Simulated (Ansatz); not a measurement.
ReC in space group Pm-3m (No. 221; Re on 3c, C on 3d) at seven volumes, plane-wave PAW PBE (Ansatz code), scaled uniformly. One row is withheld.

```tsv
V (Å³/atom)	P (GPa)
10.649	39.04
11.000	23.87
11.352	10.98
11.703	0.02
12.054	?
12.405	-17.20
12.756	-23.90
```

Question: Fit the shown pressures and predict the withheld one.

Answer: P = (3/2)B₀(x^(7/2) − x^(5/2))[1 + (3/4)(B′ − 4)(x − 1)] with x = (V₀/V)^(2/3). Least squares on the six rows gives V₀ = 11.704 Å³/atom, B₀ = 336 GPa, B′ = 4.40. At V = 12.054, x = 0.9805 and P = -9.28 GPa. The run itself gave -9.29 GPa.

The start of the workflow was typed in or built on a structure type; neither database checked (COD, Materials Project) lists it. Its standing as an ambient phase is unchecked. Symmetry was held in the PBE relaxation; whether a distortion lowers the energy is not shown. The run is not spin-polarised. Its formation energy is positive at this level, so the cell may be metastable or incomplete. Spin–orbit coupling is left out wherever it is not named.

Potentials: the earlier of the program's two PAW sets.
